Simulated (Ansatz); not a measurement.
AgI (zinc blende, F-43m), PBE in the plane-wave PAW code Ansatz. The conduction-band minimum lies at Γ, with 1 equivalent valley. Second derivatives d²E/dk² of the lowest band at one valley (eV·Å²), along Cartesian directions:

| direction | d²E/dk² |
|---|---|
| [100] | 42.99 |
| [010] | 42.99 |
| [001] | 42.99 |
| [110] | 42.97 |
| [101] | 42.97 |
| [011] | 42.97 |

Question: Find the principal effective masses, the density-of-states mass and the conductivity mass.

Answer: Off-diagonal terms follow from H_xy = H[110] − (H_xx + H_yy)/2, and m*/mₑ = 7.620 eV·Å² over each eigenvalue: 0.18, 0.18, 0.18. One valley's DOS mass (m₁m₂m₃)^(1/3) = 0.18, conductivity mass 3/(Σ 1/mᵢ) = 0.18 mₑ.

Question: What effective density of states Nc follows at 300 K for parabolic valleys?

Answer: Nc = 2.509e19 × 1 × (0.18)^(3/2) ≈ 1.9e18 cm⁻³.

The cell was relaxed with PBE under the symmetry of its start. No spin polarisation was allowed. Scalar-relativistic: spin–orbit coupling is off unless named, which matters more the heavier the elements.

Potentials: the earlier of the program's two PAW sets.

Edges and masses are those of Kohn–Sham bands, whose gap is no quasiparticle gap.
